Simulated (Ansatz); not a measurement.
Q: Name crystals whose computed values (LDA in the plane-wave PAW code Ansatz) fall in these windows: ε∞ 2.7 to 3.9; HSE06 gap (eV) 4.7 to 6.1; B₀ by P(V) fit (GPa) 17 to 22.

A: 

| crystal | ε∞ | HSE06 gap (eV) | B₀ by P(V) fit (GPa) |
|---|---|---|---|
| ZnCl2, P4_2/nmc (Zn on 2a, Cl on 4d) | 3.43 | 5.54 | 20.2 |
| CdCl2, R-3m (Cd on 3a, Cl on 6c) | 3.73 | 5.10 | 20.5 |
Others may fit too.

Standing as an ambient phase not checked: ZnCl2, P4_2/nmc (Zn on 2a, Cl on 4d); CdCl2, R-3m (Cd on 3a, Cl on 6c). Weakly bound layers, chains or molecules computed without a dispersion correction, so cells and soft constants are ill determined: ZnCl2, P4_2/nmc (Zn on 2a, Cl on 4d); CdCl2, R-3m (Cd on 3a, Cl on 6c). All cells were relaxed under the symmetry of their starts (and spin orders); stability against distortions was not tested throughout. Spin–orbit coupling is left out wherever it is not named.

Potentials: the later of the program's two PAW sets.
